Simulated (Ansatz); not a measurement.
## HfO$_{2}$, first-principles data

HfO2:
```yaml
crystal:
  lattice:
    - [5.18134, 0.00000, 0.00000]
    - [0.00000, 4.97573, 0.00000]
    - [0.00000, 0.00000, 4.99604]
  atoms:
    - { symbol: Hf, position: [0.03292, 0.26805, 0.24318] }
    - { symbol: Hf, position: [0.96708, 0.73195, 0.74318] }
    - { symbol: Hf, position: [0.46708, 0.26805, 0.74318] }
    - { symbol: Hf, position: [0.53292, 0.73195, 0.24318] }
    - { symbol: O, position: [0.36896, 0.07309, 0.37887] }
    - { symbol: O, position: [0.63104, 0.92691, 0.87887] }
    - { symbol: O, position: [0.13104, 0.07309, 0.87887] }
    - { symbol: O, position: [0.86896, 0.92691, 0.37887] }
    - { symbol: O, position: [0.73549, 0.45853, 0.49095] }
    - { symbol: O, position: [0.26451, 0.54147, 0.99095] }
    - { symbol: O, position: [0.76451, 0.45853, 0.99095] }
    - { symbol: O, position: [0.23549, 0.54147, 0.49095] }
```

Space group Pca2_1 (No. 29); conventional cell a = 5.181 Å, b = 4.976 Å, c = 4.996 Å, α = β = γ = 90.00°.

Method: plane-wave PAW LDA (Ansatz code). The cell and atoms are relaxed at this level. Other levels are named where they apply.

Cell and energy:

```yaml
volume_per_atom: 10.73 Å³
density: 10.85 g/cm³
Formation energy from the elements (no fitted shifts): -3.66 eV/atom
```

Electronic structure:

```yaml
band_gap: 4.33 eV (indirect)
valence_band_maximum: on the Y–Γ line, 94 % of the way from Y (k = 0.000, -0.031, 0.000 in fractions of the reciprocal vectors)
conduction_band_minimum: off the standard path, at k = (0.260, -0.500, 0.349) in fractions of the reciprocal vectors
smallest_direct_gap_on_the_standard_path: 4.55 eV
electron_effective_mass: 1.3, 1.6, 4.8 mₑ (principal values)
```

Dielectric response:

```yaml
Electronic dielectric constant ε∞ (DFPT): 5.08 (xx), 5.32 (yy), 5.06 (zz)
Static dielectric constant ε0 (ions relaxed, cell fixed): 19.1 (xx), 23.6 (yy), 21.0 (zz)
Born charges (a third of the trace): Hf +5.24, O -2.65 to -2.58 e
```

Phonons:

```yaml
Highest zone-centre frequency (without LO–TO term): 742 cm⁻¹
zone_centre_stability: no imaginary mode at Γ
dynamical_stability_on_the_path: stable (no imaginary branch)
zero_point_energy: 69.1 meV/atom
Vibrational entropy at 300 K: 18.6 J/(K·mol of atoms)
```

Symmetry was held in the LDA relaxation. No spin polarisation was allowed. The references are the lowest solids computed at this level, not always the standard phases (solids in place of the gases). Scalar-relativistic: spin–orbit coupling is off unless named, which matters more the heavier the elements.

Potentials: the later of the program's two PAW sets.
